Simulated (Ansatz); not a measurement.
Computed with Ansatz, DFT PBE, scalar-relativistic, plane waves, PAW. All cells share a 420 eV cutoff and Γ-centred k meshes spaced at most about 0.3 Å⁻¹ (about 0.25 or finer for metals, 2π included). No spin polarisation in the final relaxations.

All energies are static (0 K, no zero-point motion). All come from trial cells, and lower structures may exist.

**Question.** Order these relaxed structures of Al7C by energy, lowest first, with the energy over the lowest of them.
1.

```
CELL_PARAMETERS angstrom
-3.13494 3.13494 3.13494
3.13494 -3.13494 3.13494
3.13494 3.13494 -3.13494
ATOMIC_POSITIONS crystal
Al 0.00000 0.50000 0.50000
Al 0.50000 0.50000 0.00000
Al 0.50000 0.00000 0.50000
Al 0.00000 0.00000 0.50000
Al 0.00000 0.50000 0.00000
Al 0.50000 0.00000 0.00000
Al 0.50000 0.50000 0.50000
C 0.00000 0.00000 0.00000
```

2.

```
CELL_PARAMETERS angstrom
0.00000 4.63065 4.63065
4.63065 0.00000 4.63065
4.63065 4.63065 0.00000
ATOMIC_POSITIONS crystal
Al 0.22266 0.77734 0.77734
Al 0.77734 0.22266 0.22266
Al 0.77734 0.22266 0.77734
Al 0.22266 0.77734 0.22266
Al 0.77734 0.77734 0.22266
Al 0.22266 0.22266 0.77734
Al 0.50000 0.50000 0.50000
C 0.00000 0.00000 0.00000
```

3.

```
CELL_PARAMETERS angstrom
0.00000 3.93899 3.93899
3.93899 0.00000 3.93899
3.93899 3.93899 0.00000
ATOMIC_POSITIONS crystal
Al 0.50000 0.50000 0.50000
Al 0.50000 0.00000 0.00000
Al 0.50000 0.00000 0.50000
Al 0.00000 0.50000 0.50000
Al 0.00000 0.50000 0.00000
Al 0.50000 0.50000 0.00000
Al 0.00000 0.00000 0.50000
C 0.00000 0.00000 0.00000
```

**Answer.** 3 (0 meV/atom), 1 (93 meV/atom), 2 (353 meV/atom). Forms: 3 Fm-3m; 1 Im-3m; 2 Fm-3m. Counting Al atoms around C (those within 1.25 times the shortest such distance or 1.15 times the sum of covalent radii; a plus sign parts nearer from farther groups; the shortest distance is added where it is long for a bond): cell 3 has C 12 from 2.8 Å; cell 1 has C 8+6 from 2.7 Å; cell 2 has C 6. Even the lowest lies +0.52 eV/atom against the elements.

Cells relaxed within their symmetry can be saddle points. Some structure types and database cells were kept out of the candidates from the start, so a known form may be missing.
